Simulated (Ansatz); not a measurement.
Cu Kα1 powder pattern (kinematic, no thermal factors).
| 2θ (°) | relative intensity |
| --- | --- |
| 13.88 | 66 |
| 16.04 | 65 |
| 22.76 | 100 |
| 26.76 | 46 |
| 32.41 | 46 |
| 35.41 | 24 |
| 36.36 | 21 |
| 39.97 | 38 |
| 42.51 | 18 |
| 46.49 | 26 |
| 48.76 | 18 |
| 49.49 | 10 |
| 52.37 | 30 |
| 54.45 | 7 |
| 55.13 | 2 |
| 57.81 | 7 |
| 59.77 | 10 |
| 60.41 | 7 |
| 62.95 | 28 |
| 64.81 | 13 |
| 67.86 | 4 |
| 69.65 | 4 |
| 70.24 | 5 |
| 72.60 | 12 |
| 74.34 | 7 |
| 74.92 | 2 |
| 77.22 | 9 |
| 78.93 | 7 |
| 79.50 | 2 |
| 81.76 | 9 |
| 83.45 | 4 |
| 86.25 | 6 |
| 87.92 | 6 |
| 88.48 | 3 |

The pattern is computed from a structure relaxed with DFT PBE, scalar-relativistic, plane waves, PAW (Ansatz). Collinear spin, ending at 2.0 μB a primitive cell. Its elements are C, N, Pt, Rb, Sc.

Give the structure.

RbScPtC₆N₆.
Space group F-43m (No. 216). a = 11.041 Å, b = 11.041 Å, c = 11.041 Å, α = 90.00°, β = 90.00°, γ = 90.00°
```json
{"atom": "Rb", "site": "4d", "symmetry": "-43m", "x": "0.2500", "y": "0.2500", "z": "0.7500"}
{"atom": "Sc", "site": "4b", "symmetry": "-43m", "x": "0.5000", "y": "0.0000", "z": "0.0000"}
{"atom": "Pt", "site": "4a", "symmetry": "-43m", "x": "0.0000", "y": "0.0000", "z": "0.0000"}
{"atom": "C", "site": "24f", "symmetry": "2.mm", "x": "0.1924", "y": "0.0000", "z": "0.0000"}
{"atom": "N", "site": "24f", "symmetry": "2.mm", "x": "0.2986", "y": "0.0000", "z": "0.0000"}
```

A pattern alone doesn't exclude other cells with like lines; this is the one computed.

The cell was found from a structure generator's guess, not taken from experiment.
